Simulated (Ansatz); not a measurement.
**Equation of state of ScB$_{2}$ from a dense series**

```yaml
crystal:
  lattice:
    - [3.15000, 0.00000, 0.00000]
    - [-1.57500, 2.72798, 0.00000]
    - [0.00000, 0.00000, 3.52000]
  atoms:
    - { symbol: Sc, position: [0.00000, 0.00000, 0.00000] }
    - { symbol: B, position: [0.33333, 0.66667, 0.50000] }
    - { symbol: B, position: [0.66667, 0.33333, 0.50000] }
```

Atoms are numbered in the order listed.

Conventional cell: a = 3.150 Å, b = 3.150 Å, c = 3.520 Å, α = 90.00°, β = 90.00°, γ = 120.00°. Sc (atom 1) is surrounded by 12 B at 2.53 Å. B (atom 2) is surrounded by 3 B at 1.82 Å.

The cell comes from COD entry 1510831, which wasn't checked; take it as a given geometry.

Spin polarisation is left out, and whether a magnetic state lies lower isn't shown here.

Level of theory: DFT, PBEsol, all-electron LAPW, scalar-relativistic in Ansatz 0.2.0.

The runs use a Γ-centred 12×12×9 k mesh, Fermi–Dirac smearing of 0.03 eV, basis error target 1 meV/atom, no spin polarisation.

The cell is scaled evenly. Fractional coordinates are held (clamped ions).

```csv
V (Å³/atom),P (GPa)
9.478,7.88
9.679,3.21
9.881,-1.03
9.982,-2.99
10.083,-4.86
10.183,-6.64
10.284,-8.34
10.688,-14.37
```

Task: Fit a third-order Birch–Murnaghan curve to the pressures.

Result: P = (3B0/2)(y^(7/2) − y^(5/2))[1 + (3/4)(B0′ − 4)(y − 1)] with y = (V0/V)^(2/3) fits within 0.01 GPa for V0 = 9.830 Å³/atom, B0 = 201.3 GPa and B0′ = 3.77.

Task: Predict the pressure at the withheld volume, 10.486 Å³/atom.

Result: There y = 0.9579, so the fit gives -11.50 GPa; the run gave -11.50 GPa.
